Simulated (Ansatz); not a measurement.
Consider the following.

BiB:
```cif
data_B4Bi4
_chemical_formula_sum 'B4 Bi4'
_space_group_name_H-M_alt 'Fm-3m'
_space_group_IT_number 225
_space_group_name_Hall '-F 4 2 3'
_cell_length_a 5.25699
_cell_length_b 5.25699
_cell_length_c 5.25699
_cell_angle_alpha 90.000
_cell_angle_beta 90.000
_cell_angle_gamma 90.000
loop_
_atom_site_label
_atom_site_type_symbol
_atom_site_symmetry_multiplicity
_atom_site_Wyckoff_symbol
_atom_site_fract_x
_atom_site_fract_y
_atom_site_fract_z
_atom_site_occupancy
B1 B 4 b 0.50000 0.50000 0.50000 1
Bi1 Bi 4 a 0.00000 0.00000 0.00000 1
```
(The calculation used a cell of 2 atoms; values per cell refer to that cell.)

This is the r²SCAN-relaxed structure.

### Question
All from DFT-r²SCAN in the program Ansatz with PAW potentials, unless another level is named. Predict the electronic character.

### Answer
metallic (no gap).

### Question
Predict the formation energy from the elements (no fitted shifts).

### Answer
1.24 eV/atom.

### Question
Predict the density of states at the Fermi level.

### Answer
0.45 states/eV per atom (mean over ±0.08 eV).

A made-up cell: these elements were put on the sites of a structure type; neither database checked (COD, Materials Project) lists it. Its standing as an ambient phase is unchecked. Symmetry was held in the r²SCAN relaxation; whether a distortion lowers the energy is not shown. The references are the lowest solids computed at this level, not always the standard phases. Spin–orbit coupling is left out wherever it is not named.

Potentials: the later of the program's two PAW sets.
